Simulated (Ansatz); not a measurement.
GaBO₃:
```yaml
crystal:
  lattice:
    - [2.29244, 1.32354, 4.72500]
    - [-2.29244, 1.32354, 4.72500]
    - [0.00000, -2.64708, 4.72500]
  atoms:
    - { symbol: Ga, position: [0.50000, 0.50000, 0.50000] }
    - { symbol: Ga, position: [0.00000, 0.00000, 0.00000] }
    - { symbol: B, position: [0.25000, 0.25000, 0.25000] }
    - { symbol: B, position: [0.75000, 0.75000, 0.75000] }
    - { symbol: O, position: [0.94892, 0.55108, 0.25000] }
    - { symbol: O, position: [0.05108, 0.44892, 0.75000] }
    - { symbol: O, position: [0.25000, 0.94892, 0.55108] }
    - { symbol: O, position: [0.75000, 0.05108, 0.44892] }
    - { symbol: O, position: [0.55108, 0.25000, 0.94892] }
    - { symbol: O, position: [0.44892, 0.75000, 0.05108] }
```

Relaxed with PBEsol.

### Question
Give the optical modes at the zone centre with their infrared activity from DFPT, PBEsol in the plane-wave PAW code Ansatz.

### Answer
Transverse frequencies, without the LO–TO term; a row sums one degenerate level.

```tsv
ω (cm⁻¹)	degeneracy	IR ((D/Å)²/amu)	activity	symmetry
214	2	2.50	IR	Eu
226	1	13.24	IR	A2u
265	2	10.88	IR	Eu
283	2	0.00	IR-inactive	Eg
291	1	0.00	IR-inactive	A1u
354	2	27.34	IR	Eu
384	1	0.00	IR-inactive	A2g
386	2	0.00	IR-inactive	Eg
435	1	1.41	IR	A2u
500	1	0.00	IR-inactive	A2g
641	2	0.00	IR-inactive	Eg
666	1	17.65	IR	A2u
676	2	7.53	IR	Eu
709	1	0.00	IR-inactive	A2g
916	1	0.00	IR-inactive	A1g
933	1	0.00	IR-inactive	A1u
1234	2	121.77	IR	Eu
1236	2	0.00	IR-inactive	Eg
```

### Question
How high does the top mode go among those that the LO–TO term moves?

### Answer
1395 cm⁻¹ for q along x, 1395 cm⁻¹ for q along y, 775 cm⁻¹ for q along z.

Space group R-3c. The first step of the workflow began from a Materials Project structure, measured or hypothetical; the Crystallography Open Database files this formula in space group No. 167, but the cells were not matched. Whether it is the stable phase at ambient conditions was not checked. Symmetry was held in the PBEsol relaxation; phonons on a q-mesh show no instability.

Potentials: the later of the program's two PAW sets.
